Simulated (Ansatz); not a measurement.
## CdTeSe3, before and after

Recipe of this trial structure of CdTeSe3: random cell by space group and Wyckoff sites (R3m, No. 160). Its size is a rough estimate.

POSCAR.start

```
Cd Te Se
1.0
     3.57513    2.06410    3.21990
    -3.57513    2.06410    3.21990
     0.00000   -4.12820    3.21990
Cd Te Se
1 1 3
Direct
  0.45918 0.45918 0.45918
  0.85258 0.85258 0.85258
  0.35994 0.86222 0.35994
  0.35994 0.35994 0.86222
  0.86222 0.35994 0.35994
```

Computed with DFT PBE, scalar-relativistic, plane waves, PAW (Ansatz 0.2.0). Cutoff 420 eV, Gaussian smearing, Γ-centred meshes. Cell and atoms relax first on a coarse mesh and then on a finer one. In between, the cell is made exact in the group found at 0.06 Å. In metals the finer mesh still leaves noise of several meV/atom or more. The steps can't lower the symmetry of their start. No spin polarisation.

POSCAR.end

```
Cd Te Se
1.0
     3.04702    1.75920    4.44991
    -3.04702    1.75920    4.44991
     0.00000   -3.51839    4.44991
Cd Te Se
1 1 3
Direct
  0.00000 0.00000 0.00000
  0.50000 0.50000 0.50000
  0.00000 0.50000 0.00000
  0.00000 0.00000 0.50000
  0.50000 0.00000 0.00000
```

The symmetry goes from R3m (No. 160) to R-3m (No. 166). The volume per atom stays near 28.6 Å³. The shortest distance goes from 2.18 Å (Cd–Se) to 2.84 Å (Cd–Se). The energy falls by about 0.99 eV/atom (the start's value is from the coarse mesh). The end is written in a standard setting, so origin, axes and order of atoms can differ from the start's.

```json
{
 "Volume per atom": "28.62 Å³",
 "Density": "5.53 g/cm³",
 "Formation energy": "+0.21 eV/atom",
 "Gap on the 12×12×12 mesh of the 5-atom cell": "0 eV (a metal)"
}
```

Energies over the elements count from the elements' standard structures at the same level, with no fitted energy shifts. The separate elements lie lower, so it is unstable against them.

The last run used Gaussian smearing of 0.10 eV. The end has R3m (No. 160) at a tolerance of 0.01 Å; the cell shown is made exact in the group found at 0.05 Å. These runs have no spin–orbit coupling, which can matter for Te. The reference forms of Se and Te are held partly by dispersion forces, which this level lacks. Symmetry constrained the relaxation, so the result can be a saddle point. In all, the 4 runs took 22 min on 1 thread of Arm Neoverse V1 (shared host). Another cell of CdTeSe3 relaxed alike, in P4mm, lies 192 meV/atom lower, so this cell isn't the stable form at this level.
